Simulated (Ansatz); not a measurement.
**CoRu₃ (P-6m2) at 3 levels of theory**

One geometry, relaxed with PBE; plane waves with PAW potentials in Ansatz, scalar-relativistic. Collinear spin, ending at 1.3 μB a primitive cell. Gaps are the least over mesh and band path; pressure is positive in compression.

```
CELL_PARAMETERS angstrom
2.69330 0.00000 0.00000
-1.34665 2.33247 0.00000
0.00000 0.00000 8.36807
ATOMIC_POSITIONS crystal
Co 0.66667 0.33333 0.50000
Ru 0.33333 0.66667 0.74496
Ru 0.33333 0.66667 0.25504
Ru 0.66667 0.33333 0.00000
```

```
 level  cutoff (eV)   k mesh  gap (eV)  pressure (GPa)  largest moment (μB)
   PBE          420  18×18×6         0             0.0                 1.35
r2SCAN          500  18×18×6         0            -4.8                 1.85
   LDA          420  18×18×6         0           -16.9                 1.20
```

The state reached may not be the lowest one.

The structure comes from a generated guess; another structure or a mixture of phases may lie lower.
